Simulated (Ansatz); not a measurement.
Here is the system:

Ta₂Pd₃Se₈:
```yaml
crystal:
  lattice:
    - [11.04435, 0.00000, 0.00000]
    - [0.00000, 15.44651, 0.00000]
    - [0.00000, 0.00000, 3.58254]
  atoms:
    - { symbol: Ta, position: [0.70126, 0.37704, 0.50000] }
    - { symbol: Ta, position: [0.29874, 0.62296, 0.50000] }
    - { symbol: Ta, position: [0.20126, 0.12296, 0.50000] }
    - { symbol: Ta, position: [0.79874, 0.87704, 0.50000] }
    - { symbol: Pd, position: [0.85998, 0.27827, 0.00000] }
    - { symbol: Pd, position: [0.14002, 0.72173, 0.00000] }
    - { symbol: Pd, position: [0.35998, 0.22173, 0.00000] }
    - { symbol: Pd, position: [0.64002, 0.77827, 0.00000] }
    - { symbol: Pd, position: [0.50000, 0.50000, 0.00000] }
    - { symbol: Pd, position: [0.00000, 0.00000, 0.00000] }
    - { symbol: Se, position: [0.93285, 0.37611, 0.50000] }
    - { symbol: Se, position: [0.06715, 0.62389, 0.50000] }
    - { symbol: Se, position: [0.43285, 0.12389, 0.50000] }
    - { symbol: Se, position: [0.56715, 0.87611, 0.50000] }
    - { symbol: Se, position: [0.73397, 0.21352, 0.50000] }
    - { symbol: Se, position: [0.26603, 0.78648, 0.50000] }
    - { symbol: Se, position: [0.23397, 0.28648, 0.50000] }
    - { symbol: Se, position: [0.76603, 0.71352, 0.50000] }
    - { symbol: Se, position: [0.53278, 0.34339, 0.00000] }
    - { symbol: Se, position: [0.46722, 0.65661, 0.00000] }
    - { symbol: Se, position: [0.03278, 0.15661, 0.00000] }
    - { symbol: Se, position: [0.96722, 0.84339, 0.00000] }
    - { symbol: Se, position: [0.77751, 0.99992, 0.00000] }
    - { symbol: Se, position: [0.22249, 0.00008, 0.00000] }
    - { symbol: Se, position: [0.27751, 0.50008, 0.00000] }
    - { symbol: Se, position: [0.72249, 0.49992, 0.00000] }
```

This is the r²SCAN-relaxed structure. Cartesian axes are those of the cell as given.

Task: All from r²SCAN in the plane-wave PAW code Ansatz, unless another level is named. Predict the smallest direct gap on the standard path.

Result: 0.96 eV.

Task: And the band gap?

Result: 0.79 eV (indirect).

Task: Predict the formation energy from the elements (no fitted shifts).

Result: -0.72 eV/atom.

Task: What about the valence-band maximum?

Result: on the Y–Γ line, 17 % of the way from Y (k = 0.000, 0.417, 0.000 in fractions of the reciprocal vectors).

Task: Predict the conduction-band minimum.

Result: on the Γ–Z line, 46 % of the way from Γ (k = 0.000, 0.000, 0.229 in fractions of the reciprocal vectors) (2 equivalent valleys).

Space group Pbam. The workflow started from a Materials Project entry (that database holds measured and hypothetical structures alike); the Crystallography Open Database copy checked does not list it. Its standing as an ambient phase is unchecked. The cell was relaxed with r²SCAN under the symmetry of its start; its stability against distortions is not shown here. No spin polarisation was allowed. The references are the lowest solids computed at this level, not always the standard phases. Scalar-relativistic: spin–orbit coupling is off unless named, which matters more the heavier the elements.

Potentials: the later of the program's two PAW sets.
